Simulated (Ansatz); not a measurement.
AlGa3N4:
```
AlGa3N4
1.0
    5.09748     0.00000     0.00000
    0.00000     3.13594     0.00000
   -0.00340     0.00000     5.42744
Al Ga N
1 3 4
Direct
  0.00059   0.50000   0.66737
  0.49900   0.50000   0.33485
  0.49897   0.00000   0.83161
  0.99965   0.00000   0.16620
  0.11981   0.50000   0.33978
  0.11789   0.00000   0.82670
  0.62055   0.00000   0.16624
  0.63095   0.50000   0.66726
```

x, y and z are the axes in which the lattice vectors are written.

### Question
Give the proper piezoelectric stress tensor with relaxed ions from LDA (plane waves, PAW; program Ansatz).

### Answer
In C/m², rows x, y, z, Voigt columns; mesh uncertainty up to 0.00.
```
-0.97   0.51   0.50   0.00   0.00   0.00
 0.00   0.00   0.00  -0.03   0.00   0.35
 0.00  -0.01   0.02   0.00   0.35   0.00
```

The elastic tensor of the same run (GPa):

```
 407   102   102   0.0   0.0   0.0
 102   375   140   0.0   0.9   0.0
 102   140   373   0.0  -1.4   0.0
 0.0   0.0   0.0   117   0.0   0.8
 0.0   0.9  -1.4   0.0  98.9   0.0
 0.0   0.0   0.0   0.8   0.0  99.3
```

### Question
Convert to strain constants d = e·S.

### Answer
In pC/N:
```
-3.2   1.6   1.6   0.0   0.0   0.0
 0.0   0.0   0.0  -0.3   0.0   3.5
 0.0  -0.1   0.1   0.0   3.5   0.0
```

Space group Pm. The workflow started from a Materials Project entry (that database holds measured and hypothetical structures alike); the Crystallography Open Database copy checked does not list it. With Al and Ga taken as one species the cell has the higher symmetry P6_3mc, so it may be an ordered model of a mixed-site phase. Whether it is the stable phase at ambient conditions was not checked. Symmetry was held in the LDA relaxation; phonons on a q-mesh show no instability.

Potentials: the later of the program's two PAW sets.
